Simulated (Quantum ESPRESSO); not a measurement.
One change at a time to Hf6InPd

All numbers below are calculated, not measured. They come from Quantum ESPRESSO 7.5, a public plane-wave density functional program. Each row is one single-point run on a made-up periodic cell of eight metal atoms, with elements, volume, strain and displacements drawn at random and not relaxed, so a cell may be unstable or far from any real phase. There is no spin polarisation or spin-orbit coupling.

Settings: PBE unless stated; PseudoDojo standard norm-conserving files; Fermi-Dirac width 0.25 eV, which means electrons at about 2900 K; cutoff 1116 eV; 7 x 4 x 3 k mesh shifted half a step off Gamma. E is the free energy of the whole cell (internal energy minus TS), so a -TS column is already part of it. Stress is positive in tension, and the pressure P is minus a third of its trace.

Checks: one run of this series was repeated at a higher cutoff and on a denser mesh, which moved values by no more than 0.005 eV, 0.05 GPa and 0.005 eV/Å, and a second program with other atomic files agreed on it to 2 % rms in force and 0.5 GPa in pressure. Known limits: heavy elements are run without spin-orbit coupling, which real alloys of them have; a spin test at this wide smearing found no moment, but such smearing suppresses magnetism that the real alloy may have.

The lattice is face-centred cubic, and the cell vectors in Å are (0.014, -2.207, -2.224); (0.042, 4.371, -4.405); (8.716, 0.013, -0.070), a volume of 169.47 Å³ in run 1. The elements on sites 1 to 8 are Hf Hf In Hf Hf Pd Hf Hf. Each later run makes one change to run 1 and keeps the rest. E is counted from run 1, and is n/a where other atomic files have another zero of energy.

```
run                           change  V (Å³)  P (GPa)  -TS (eV)  rms force (eV/Å)  largest change of a force component (eV/Å)  E (eV)
  1                             none  169.47     2.27    -1.753             0.397                                       0.000   0.000
  2          sites 1 and 6 exchanged  169.47     1.73    -1.469             0.267                                       1.176  -0.671
  3    all lengths scaled by -0.85 %  165.19     5.30    -1.712             0.423                                       0.079   0.101
  4           PBEsol in place of PBE  169.47    -2.37    -1.759             0.387                                       0.037     n/a
  5                     Ta on site 7  169.47    -0.84    -1.766             0.276                                       0.539     n/a
  6  site 7 moved by +0.11 Å along y  169.47     2.53    -1.738             0.483                                       0.716       ?
```

## Worked estimate

Along the move dE = -F dx. The force on site 7 along y is -0.307 eV/Å in run 1 and -1.022 eV/Å in run 6, and the move is +0.11 Å, so the mean force times the move gives an estimate.

## Withheld value

Question: what E should run 6 give?

The estimate is 0.073 eV. The calculation gave 0.073 eV.
